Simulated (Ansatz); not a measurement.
One stationary structure of CdTe. Space group P6₃mc (No. 186), wurtzite type. These are r2SCAN (plane waves to 500 eV, PAW, scalar-relativistic; Ansatz, an electronic-structure program) values and carry that method's errors.

Space group P6₃mc (No. 186); a = b = 4.6313 Å, c = 7.5953 Å, α = β = 90.00°, γ = 120.00°

```json
[
 {"atom": "Cd", "site": "2b", "symmetry": "3m.", "x": "0.3333", "y": "0.6667", "z": "0.4998"},
 {"atom": "Te", "site": "2b", "symmetry": "3m.", "x": "0.3333", "y": "0.6667", "z": "0.1254"}
]
```

| Item | Result |
|---|---|
| Volume per atom | 35.27 Å³ |
| Band gap | 1.21 eV, direct at Γ (no spin-orbit coupling) |
| Shortest distances | Cd–Te 2.84 Å |
| k-mesh | 8×8×5 |

Band energies at high-symmetry points (eV from the VBM; labels of this space group; no spin-orbit coupling), from −5 eV up to 5.3 eV:

```tsv
point	energies
Γ	-4.30 -0.76 -0.76 -0.07 0.00 0.00 1.21 2.04 5.00 5.00 5.22
M	-4.22 -3.65 -2.60 -1.79 -1.35 -0.75 2.79 3.05 4.40
K	-3.84 -3.84 -2.92 -1.87 -1.87 -1.70 3.67 4.47 4.47
A	-2.64 -2.64 -0.40 -0.40 -0.40 -0.40 2.42 2.42
L	-4.21 -4.21 -1.37 -1.37 -1.32 -1.32 2.61 2.61 4.21 4.21
H	-4.13 -4.13 -2.39 -2.39 -1.12 -1.12 3.28 3.28
```

No spin polarisation in the result. Without spin-orbit coupling the bands of the heavy element are not split, so the gap can be far off.

The run could not lose the symmetry of its start.

The first start was generated by placing the elements on the sites of a structure type. Materials Project lists a structure of CdTe in the same space group, P6₃mc (No. 186); the sites were not compared with it, nor with measured phases. Known forms of CdTe include space group No. 216.
